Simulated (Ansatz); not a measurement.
Relaxed CdS (zinc blende):

```
CdS
1.0
    0.00000     5.92662     5.92662
    2.96331     2.96331     5.92662
    2.96331     2.96331     0.00000
S Cd
2 2
Direct
  0.00000   0.75000   0.75000
  0.50000   0.75000   0.75000
  0.00000   0.00000   0.00000
  0.50000   0.00000   0.00000
```

The atoms are displaced by Q × the pattern below (from a DFPT mode at X = (0.5, 0.5, 0.0), largest move 1; Q in Å), at fixed cell. It is one choice among 2 degenerate patterns. (q is in reciprocal vectors of the primitive cell; the cell shown is doubled to hold the pattern.)

```json
[
 {"atom": "S1", "x": "0.000", "y": "-1.000", "z": "0.000"},
 {"atom": "S2", "x": "0.000", "y": "1.000", "z": "0.000"},
 {"atom": "Cd3", "x": "0.185", "y": "0.000", "z": "0.000"},
 {"atom": "Cd4", "x": "-0.185", "y": "0.000", "z": "0.000"}
]
```

All values below come from PBE (plane waves to 420 eV, PAW, scalar-relativistic; Ansatz, a first-principles code). k mesh 10×10×10 (Γ-centred), Fermi-Dirac smearing 0.05 eV. The energy includes the smearing's −TS. CdS was relaxed with its symmetry unable to fall. ΔE is measured from the undisplaced structure.

Q: What ΔE (meV/cell) does the calculation give at Q (Å) = -0.180, -0.150, -0.120, -0.060, 0.030?

A: 
| Q (Å) | ΔE (meV/cell) |
|---|---|
| -0.180 | 280.9 |
| -0.150 | 194.8 |
| -0.120 | 124.6 |
| -0.060 | 31.1 |
| 0.030 | 7.8 |

(For displaced atoms, the force is minus the slope of the energy, and its curvature is a force constant, which sets phonon frequencies.)
